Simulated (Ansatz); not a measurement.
Input:

Ge₂Sb₂Te₅:
```cif
data_Ge2Sb2Te5
_chemical_formula_sum 'Ge2 Sb2 Te5'
_space_group_name_H-M_alt 'P 1'
_space_group_IT_number 1
_cell_length_a 4.19783
_cell_length_b 4.19783
_cell_length_c 16.64584
_cell_angle_alpha 90.000
_cell_angle_beta 90.000
_cell_angle_gamma 120.000
loop_
_space_group_symop_operation_xyz
  'x, y, z'
loop_
_atom_site_label
_atom_site_type_symbol
_atom_site_fract_x
_atom_site_fract_y
_atom_site_fract_z
_atom_site_occupancy
Ge1 Ge 0.33333 0.66667 0.89923 1
Ge2 Ge 0.66667 0.33333 0.10077 1
Sb1 Sb 0.00000 0.00000 0.68131 1
Sb2 Sb 0.00000 0.00000 0.31869 1
Te1 Te 0.00000 0.00000 0.00000 1
Te2 Te 0.66667 0.33333 0.80070 1
Te3 Te 0.33333 0.66667 0.19930 1
Te4 Te 0.33333 0.66667 0.57820 1
Te5 Te 0.66667 0.33333 0.42180 1
```

This is the LDA-relaxed structure.

Task: All from LDA (plane waves, PAW; program Ansatz), unless another level is named. Estimate the electronic character.

Result: no gap, with almost no states at the Fermi level (zero-gap or semimetallic).

Task: Give the formation energy from the elements (no fitted shifts).

Result: -0.10 eV/atom.

Space group P-3m1. The LDA relaxation kept the symmetry of its start; of distortions, only those at the zone centre were tested. A crystal of weakly bound layers computed without a dispersion correction: the cell and the soft elastic constants depend strongly on that. The references are the lowest solids computed at this level, not always the standard phases. Scalar-relativistic: spin–orbit coupling is off unless named, which matters more the heavier the elements.

Potentials: the later of the program's two PAW sets.
